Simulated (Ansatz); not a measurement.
Li (hcp (Mg type), P6_3/mmc) at seven volumes, PBEsol in the plane-wave PAW code Ansatz, shape and atoms relaxed at each. One row is withheld.

```json
[
 {"V (Å³/atom)": "18.379", "P (GPa)": "1.51"},
 {"V (Å³/atom)": "18.985", "P (GPa)": "0.94"},
 {"V (Å³/atom)": "19.591", "P (GPa)": "0.44"},
 {"V (Å³/atom)": "20.196", "P (GPa)": "0.01"},
 {"V (Å³/atom)": "20.802", "P (GPa)": "?"},
 {"V (Å³/atom)": "21.408", "P (GPa)": "-0.72"},
 {"V (Å³/atom)": "22.014", "P (GPa)": "-1.01"}
]
```

Q: Fit the shown pressures and predict the withheld one.

A: Third-order Birch–Murnaghan: P = (3/2)B₀(x^(7/2) − x^(5/2))[1 + (3/4)(B′ − 4)(x − 1)] with x = (V₀/V)^(2/3). Least squares on the six rows gives V₀ = 20.204 Å³/atom, B₀ = 13.63 GPa, B′ = 3.34. At V = 20.802, x = 0.9807 and P = -0.38 GPa. The run itself gave -0.38 GPa.

The workflow started from a Materials Project entry (that database holds measured and hypothetical structures alike); the Crystallography Open Database files this formula in space group No. 194, but the cells were not matched. It is not the phase usual at ambient conditions (space group No. 229). The cell was relaxed with PBEsol under the symmetry of its start; its stability against distortions is not shown here.

Potentials: the earlier of the program's two PAW sets. The files were generated under PBE; for other functionals the program regenerates the frozen cores, and for LDA and PBEsol the local potential too.
